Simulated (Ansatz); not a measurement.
A 4-atom cell of CdS started from a crystallographic database, relaxed with r2SCAN: 10 runs in Ansatz 0.2.0, each a construction of maximally localised Wannier functions. Space group P6_3mc (No. 186), hexagonal; conventional cell a = 4.165 Å, c = 6.766 Å, 25.41 Å³ an atom. Cd has 4 S at 2.54–2.55 Å; S has 4 Cd at 2.54–2.55 Å. Spin-unpolarised throughout; all numbers are computed.

```
CELL_PARAMETERS angstrom
4.16462 0.00000 0.00000
-2.08231 3.60667 0.00000
0.00000 0.00000 6.76598
ATOMIC_POSITIONS crystal
Cd 0.33333 0.66667 0.99903
Cd 0.66667 0.33333 0.49903
S 0.33333 0.66667 0.37597
S 0.66667 0.33333 0.87597
```

Windows count from the top of the filled bands; a dash means that no such window was set (without an outer window there is no disentanglement). Rows marked drawn have settings drawn at random (some not listed).

```tsv
functional	SCF mesh	trial orbitals	functions	mesh	window (eV)	frozen (eV)	settings	Ω total (Å²)	Ω invariant (Å²)	largest spread (Å²)	least projectability	interpolation miss of the model's filled bands (eV, to the nearest computed level)
PBE	6×6×4	S s, S p	8	6×6×4	–	–	chosen	16.56	15.92	2.10	0.78	0.070
PBE	6×6×4	Cd d, S p	16	6×6×4	–	–	chosen	19.80	19.02	2.21	0.81	0.070
PBE	6×6×4	Cd d	10	6×6×4	–	–	chosen	9.71	9.59	1.18	0.83	0.003
r2SCAN	6×6×4	S s, S p	8	6×6×4	–	–	chosen	16.11	15.44	2.04	0.80	0.049
r2SCAN	6×6×4	S p	6	6×6×4	–	–	chosen	15.89	15.58	2.68	0.80	0.047
r2SCAN	6×6×4	Cd d, S p	16	6×6×4	–	–	chosen	19.31	18.60	2.14	0.83	0.049
HSE06	6×6×4	S s, S p	8	6×6×4	–	–	chosen	15.53	14.86	1.97	0.80	–
PBE	6×6×4	Cd d, S s	12	6×6×4	–	–	drawn	10.19	9.98	1.26	0.93	0.003
```

Q: Estimate from these rows what the further settings give.
```csv
functional,SCF mesh,trial orbitals,functions,mesh,window (eV),frozen (eV),settings
PBE,6×6×4,"S s, S p",8,6×6×2,–,–,chosen
PBE,6×6×4,S p,6,6×6×4,–,–,chosen
```

A:
```tsv
functional	SCF mesh	trial orbitals	functions	mesh	window (eV)	frozen (eV)	settings	Ω total (Å²)	Ω invariant (Å²)	largest spread (Å²)	least projectability	interpolation miss of the model's filled bands (eV, to the nearest computed level)
PBE	6×6×4	S s, S p	8	6×6×2	–	–	chosen	15.92	15.17	2.00	0.78	0.215
PBE	6×6×4	S p	6	6×6×4	–	–	chosen	16.39	16.02	2.76	0.77	0.067
```

A dash in the last column means that the miss wasn't evaluated.

For S s, S p with PBE the spread goes 15.92 Å² (6×6×2), 16.56 Å² (6×6×4): finite differences on a coarse mesh understate it.

The runs are scalar-relativistic, without spin-orbit coupling.
